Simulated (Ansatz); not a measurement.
Ca:
```
CELL_PARAMETERS angstrom
      0.00000     4.21990     4.21990
      4.21990     0.00000     4.21990
      4.21990     4.21990     0.00000
ATOMIC_POSITIONS crystal
  Ca 0.00000 0.00000 0.00000
  Ca 0.25000 0.25000 0.25000
```

Relaxed with PBEsol. Special points in fractions of this cell's reciprocal vectors: Γ (0.000, 0.000, 0.000); X (0.500, 0.000, 0.500); U (0.625, 0.250, 0.625); K (0.375, 0.375, 0.750); L (0.500, 0.500, 0.500); W (0.500, 0.250, 0.750).

Problem. List the band energies nearest the Fermi level at these points for PBEsol (plane waves, PAW; program Ansatz).

Solution. In eV from the Fermi level; about four levels below and three above (degenerate sets whole), none deeper than 8.9 eV; points with the same levels are listed once.

| k | below | above |
|---|---|---|
| Γ | -3.07 | 0.63 0.63 0.63 |
| X | -1.06 -1.06 | 0.17 0.17 0.81 0.81 |
| U | -1.21 -0.82 -0.20 | 0.33 0.84 0.85 |
| L | -1.89 -0.90 | 0.71 0.71 0.72 |
| W | -0.95 -0.95 -0.08 -0.08 | 0.86 0.86 1.27 1.27 |

Space group Fd-3m (diamond). The start of the workflow was typed in or built on a structure type; neither database checked (COD, Materials Project) lists it. It is not the phase usual at ambient conditions (space group No. 225). Symmetry was held in the PBEsol relaxation. At this level the phase is mechanically unstable.

Potentials: the later of the program's two PAW sets.
